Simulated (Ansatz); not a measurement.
## K2ScPCO7: 41K nuclear quadrupole resonance

Cell: a computed structure from the Materials Project (it need not be an observed phase), atoms as given.

```cif
data_K2ScPCO7
_symmetry_space_group_name_H-M 'P2_1/m'
_symmetry_Int_Tables_number 11
_cell_length_a 5.7228
_cell_length_b 6.9110
_cell_length_c 9.7834
_cell_angle_alpha 90.000
_cell_angle_beta 90.984
_cell_angle_gamma 90.000
loop_
_atom_site_label
_atom_site_type_symbol
_atom_site_symmetry_multiplicity
_atom_site_Wyckoff_symbol
_atom_site_fract_x
_atom_site_fract_y
_atom_site_fract_z
K K 4 f 0.7527 0.4833 0.7662
Sc Sc 2 e 0.2242 0.7500 0.6391
P P 2 e 0.2822 0.2500 0.5668
C C 2 e 0.2703 0.7500 0.9031
O11 O 2 e 0.7030 0.2500 0.9698
O12 O 2 e 0.0649 0.7500 0.8395
O13 O 2 e 0.4476 0.7500 0.8170
O14 O 4 f 0.2375 0.0642 0.6512
O16 O 2 e 0.8819 0.7500 0.5627
O17 O 2 e 0.5434 0.2500 0.5204
```

One atom of each set is listed.

The numbers come from a DFT calculation in Ansatz (PBE, plane waves and PAW, scalar-relativistic, 420 eV cutoff, Γ-centred 4×3×2 k-points, Fermi–Dirac smearing 0.02 eV).

41K: I = 3/2, Q = 73.40 mb (year-2017 value). Static lattice, zero field.

Question: Predict the zero-field 41K lines of each site.

Answer: For I = 3/2 there is one line, ν = (|C_Q|/2)(1 + η²/3)^½.

```tsv
site	atoms	V_zz (10²¹ V/m²)	C_Q (MHz)	η	line frequencies (MHz)
K	4	1.49	2.64	0.89	1.48
```

Question: And for ³⁹K (I = 3/2, Q = 60.30 mb) on K?

Answer: C_Q scales with Q to 2.17 MHz, with lines at 1.22 MHz.

The largest force is 0.3 eV/Å, so the atoms aren't at the calculated equilibrium and relaxing them would move these values.

The run took 49 s of wall time (49 s of CPU time) and 0.85 GiB at its peak, on 1 thread of Arm Neoverse V2 (aarch64; 8 cores open to the job, memory cap 2.5 GiB, no GPU), a shared host with a load of 0.4 a core.
